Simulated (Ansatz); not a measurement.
# Zincblende alloy of GaAs and GaN (8 of 32 As sites exchanged), 64 atoms

Computed with Ansatz, DFT, PBEsol, PAW, plane waves.

Command:

```sh
ansatz run in.yaml --threads 4 --pin off --max-ram 42750MiB --runs-dir r --events-out ev --progress --plain --backend cuda --devices 0, --max-vram 37GiB
```

The input less its lattice and atoms:

```yaml
crystal:
  symmetry: { detect: false }
kpoints:
  mp_grid: { grid: [1, 1, 1], shift: [0.25, 0.25, 0.25] }
hamiltonian:
  xc: pbesol
scf:
  occupations: { method: fermi_dirac, width: 0.01 }
relax:
  f_tol: 0.03
  max_steps: 80
  escape_saddle: false
  adjacent_minimum: "off"
  cell: { fix: [shape] }
output:
  forces: true
  eigenvalues: true
  populations: true
```

Start:

```
Ga N As
1.0
    10.73906    0.00000    0.00000
     0.00000   10.73906    0.00000
     0.00000    0.00000   10.73906
Ga N As
32 8 24
Cartesian
  10.7332 10.7264 0.0008
  10.7304 10.7352 5.3843
  10.7229 5.3552 0.0232
  0.0208 5.3809 5.4264
  5.3770 0.0330 0.0433
  5.4290 10.7337 5.3907
  5.3648 5.4064 0.0090
  5.3607 5.3568 5.3703
  2.6844 2.6803 10.7253
  2.6664 2.6921 5.3463
  2.6822 8.0418 10.7293
  2.6635 8.0649 5.3406
  8.0544 2.7174 10.7367
  8.0592 2.7086 5.3883
  8.0636 8.0540 10.7224
  8.0943 8.0581 5.3678
  2.6754 10.7131 2.6863
  2.6592 0.0093 8.0580
  2.6929 5.3285 2.6927
  2.6597 5.3503 8.0570
  8.0282 0.0020 2.6790
  8.0776 10.7261 8.0208
  8.0713 5.3752 2.7038
  8.0392 5.3603 8.0419
  0.0048 2.6380 2.6898
  10.7160 2.6816 8.0519
  0.0128 8.0389 2.6600
  10.7314 8.0363 8.0554
  5.4062 2.6970 2.6912
  5.3617 2.6789 8.0854
  5.3819 8.0425 2.6961
  5.3939 8.0474 8.0633
  1.3445 1.3663 1.3574
  1.3444 6.7138 6.6755
  6.7097 1.3406 6.6885
  4.0312 6.7312 4.0092
  9.3819 1.3338 9.4253
  9.3974 6.7203 9.3798
  1.3397 4.0271 9.3808
  1.3347 9.4156 9.4212
  1.3532 1.3462 6.7260
  1.3575 6.6977 1.3473
  6.7062 1.3444 1.3285
  6.7010 6.7055 1.3110
  6.6494 6.7373 6.6619
  3.9982 4.0510 1.3310
  4.0424 4.0359 6.7117
  3.9997 9.4225 1.3422
  4.0036 9.3994 6.6887
  9.3955 4.0132 1.3442
  9.4033 4.0455 6.7605
  9.3769 9.4108 1.3566
  9.3966 9.4095 6.7081
  4.0244 1.3218 4.0093
  4.0082 1.3645 9.3896
  4.0195 6.7076 9.4327
  9.3779 1.3507 4.0277
  9.3957 6.6968 4.0452
  1.3457 4.0312 4.0345
  1.3145 9.3864 4.0268
  6.6912 4.0183 4.0214
  6.7405 4.0269 9.3801
  6.6839 9.4017 4.0116
  6.7109 9.4111 9.3986
```

Steps:

```
 step  energy less the first (eV)  largest force component (eV/Å)  pressure (GPa)
start                       0.000                           3.792            4.08
    1                      -9.508                           1.934            0.68
    2                     -14.154                           0.573            0.52
    3                     -14.726                           0.543            0.44
    4                     -14.785                           0.405           -0.02
    5                     -14.855                           0.058           -0.02
    6                     -14.857                           0.014            0.01
    7                     -14.855                           0.014            0.02
```

A structure on the way, about -14.78 eV from the start:

```xyz
64
Lattice="10.7282 0.0000 0.0000 0.0000 10.7282 0.0000 0.0000 0.0000 10.7282" Properties=species:S:1:pos:R:3 pbc="T T T"
Ga    0.0893    0.1238   10.4464
Ga    0.0273   10.6955    5.3636
Ga    0.0505    5.3545   10.4053
Ga    0.2112    5.5422    5.6542
Ga    5.3618   10.6805    0.0005
Ga    5.5598    0.2108    5.6571
Ga    5.3190    5.3335   10.7211
Ga    5.0873    5.5513    5.2410
Ga    2.3143    2.7741   10.6151
Ga    2.6989    2.6459    5.3805
Ga    2.3956    8.2810   10.5447
Ga    2.6448    7.6904    5.4725
Ga    8.3203    2.4410   10.5196
Ga    7.8840    2.5657    5.5885
Ga    8.4034    7.8254   10.4486
Ga    8.0609    8.0746    5.4648
Ga    2.3867    0.2632    2.3097
Ga    2.4326   10.4388    8.2078
Ga    2.8326    5.5700    2.8891
Ga    2.2922    5.2528    8.1266
Ga    8.0252   10.6457    2.6356
Ga    8.1733    0.3758    8.0928
Ga    8.0828    5.3098    2.7081
Ga    8.3292    5.5903    8.2526
Ga    0.1989    2.5280    2.3699
Ga    0.0089    2.6988    8.3637
Ga   10.7256    8.0741    2.6580
Ga    0.1809    7.9423    8.1831
Ga    5.3248    2.6677    2.6154
Ga    5.5431    2.5588    7.8833
Ga    5.0350    7.9113    2.9579
Ga    5.3640    8.0303    8.0551
N     1.2286    1.3973    0.9939
N     1.3193    6.6433    6.9253
N     6.7948    1.3917    6.8115
N     3.9139    6.7164    4.1236
N     9.5554    1.3846    9.3717
N     9.6903    6.7006    9.3013
N     1.1741    4.0087    9.3896
N     1.2200    9.3614    9.3580
As    1.3033    1.3282    6.8566
As    1.3459    6.6918    1.2661
As    6.7729    1.3510    1.2525
As    6.6974    6.7896    1.3613
As    6.7078    6.6213    6.7326
As    3.8578    4.0331    1.3345
As    3.9511    4.0726    6.7702
As    3.8808    9.3837    1.3301
As    3.9725    9.3616    6.7143
As    9.4627    4.0043    1.1771
As    9.4506    4.0298    6.8477
As    9.4814    9.4346    1.1633
As    9.4577    9.4110    6.8689
As    3.9936    1.2334    3.9753
As    3.9141    1.3229    9.3338
As    3.8365    6.7119    9.3583
As    9.3947    1.3721    3.9808
As    9.4602    6.6972    4.1232
As    1.3362    4.0626    4.0405
As    1.4644    9.3646    3.9926
As    6.5989    4.0279    4.0962
As    6.8456    3.9979    9.3658
As    6.6170    9.3917    4.1185
As    6.8637    9.4221    9.3413
```

End:

```
Ga N As
1.0
    10.72877    0.00000    0.00000
     0.00000   10.72877    0.00000
     0.00000    0.00000   10.72877
Ga N As
32 8 24
Direct
  0.00938 0.01409 0.97505
  0.00401 0.99712 0.50021
  0.00375 0.49933 0.96741
  0.01941 0.51600 0.52588
  0.50011 0.99556 0.00172
  0.51926 0.01886 0.52774
  0.49420 0.49662 0.99810
  0.47492 0.51738 0.48905
  0.21380 0.25978 0.99015
  0.25127 0.24599 0.50243
  0.22248 0.77282 0.98128
  0.24758 0.71869 0.50955
  0.77657 0.22661 0.97909
  0.73597 0.23967 0.52126
  0.78243 0.73097 0.97448
  0.75064 0.75196 0.50848
  0.22489 0.02415 0.21669
  0.22597 0.97350 0.76704
  0.26412 0.51950 0.26883
  0.21304 0.49048 0.75577
  0.74718 0.99227 0.24481
  0.76235 0.03402 0.75398
  0.75360 0.49304 0.25239
  0.77582 0.51994 0.76864
  0.01807 0.23699 0.22136
  0.00034 0.25176 0.78131
  0.00018 0.75074 0.24585
  0.01642 0.73835 0.76397
  0.49649 0.24866 0.24510
  0.51811 0.23842 0.73459
  0.46784 0.73817 0.27677
  0.49980 0.74903 0.75200
  0.11681 0.13073 0.09752
  0.12487 0.61963 0.64107
  0.63473 0.12944 0.63444
  0.36427 0.62565 0.38547
  0.89002 0.12747 0.87212
  0.89846 0.62434 0.86799
  0.10980 0.37503 0.87352
  0.11196 0.87394 0.87266
  0.12127 0.12418 0.64058
  0.12540 0.62334 0.11571
  0.63173 0.12735 0.11675
  0.62509 0.63118 0.12592
  0.62529 0.61802 0.62872
  0.35976 0.37550 0.12496
  0.36869 0.37940 0.63144
  0.36122 0.87407 0.12343
  0.36911 0.87291 0.62746
  0.88219 0.37346 0.10814
  0.88186 0.37523 0.63828
  0.88465 0.87992 0.10806
  0.88234 0.87632 0.63965
  0.37310 0.11553 0.37195
  0.36523 0.12365 0.87100
  0.35623 0.62581 0.87186
  0.87594 0.12663 0.37089
  0.88170 0.62415 0.38338
  0.12544 0.37865 0.37621
  0.13487 0.87217 0.37127
  0.61541 0.37513 0.38278
  0.63843 0.37233 0.87362
  0.61680 0.87553 0.38338
  0.63957 0.87898 0.87076
```

The run converged.

Time: 14 s of wall time on one NVIDIA H100 with 4 processor threads, on a host shared with other runs; peak host memory 1.6 GiB.

Question: How much energy did the relaxation gain, and which atom moved most?

Answer: 14.85 eV in 7 steps, from a start with small random displacements; atom 17 (Ga) moved 0.53 Å, the median atom 0.17 Å (drift of the whole cell removed).
